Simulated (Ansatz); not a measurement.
Given:

Sn2PbSe3:
```
CELL_PARAMETERS angstrom
      4.24467     0.00000     0.00000
     -2.12233     3.67599     0.00000
      0.00000     0.00000    10.39240
ATOMIC_POSITIONS crystal
  Sn 0.33333 0.66667 0.66347
  Sn 0.66667 0.33333 0.33653
  Pb 0.00000 0.00000 0.00000
  Se 0.33333 0.66667 0.17386
  Se 0.66667 0.33333 0.82614
  Se 0.00000 0.00000 0.50000
```

This is the PBEsol-relaxed structure.

### Question
All from PBEsol in the plane-wave PAW code Ansatz, unless another level is named. Predict the highest zone-centre frequency.

### Answer
157 cm⁻¹.

### Question
Give the bulk modulus (Birch–Murnaghan fit).

### Answer
54.8 GPa.

Space group P-3m1. The first step of the workflow began from a Materials Project structure, measured or hypothetical; the Crystallography Open Database copy checked does not list it. With Sn and Pb taken as one species the cell has the higher symmetry Fm-3m, so it may be an ordered model of a mixed-site phase. Whether it is the stable phase at ambient conditions was not checked. The cell was relaxed with PBEsol under the symmetry of its start; of distortions, only those at the zone centre were tested. As this level gives no gap, phonon frequencies hold no LO–TO term and depend on the k-mesh and smearing (Fermi–Dirac, 0.1 eV here). Scalar-relativistic: spin–orbit coupling is off unless named, which matters more the heavier the elements.

Potentials: the later of the program's two PAW sets.
